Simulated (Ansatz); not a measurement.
Consider the following.

SnS2:
```
CELL_PARAMETERS angstrom
      3.63224     0.00000     0.00000
     -1.81612     3.14561     0.00000
      0.00000     0.00000     5.70059
ATOMIC_POSITIONS crystal
  Sn 0.00000 0.00000 0.00000
  S  0.33333 0.66667 0.25735
  S  0.66667 0.33333 0.74265
```

This is the LDA-relaxed structure. Cartesian axes are those of the cell as given.

Question: All from LDA (plane waves, PAW; program Ansatz), unless another level is named. Give the Debye temperature from the elastic constants.

Answer: 266 K.

Question: Predict the elastic constants (relaxed ions, GPa).

Answer: C11 = 134, C12 = 37.1, C13 = 16.7, C14 = -1.0, C33 = 29.7, C44 = 11.5.

Space group P-3m1 (CdI2 type). Symmetry was held in the LDA relaxation. A crystal of weakly bound layers computed without a dispersion correction: the cell and the soft elastic constants depend strongly on that. Scalar-relativistic: spin–orbit coupling is off unless named, which matters more the heavier the elements.

Potentials: the later of the program's two PAW sets.
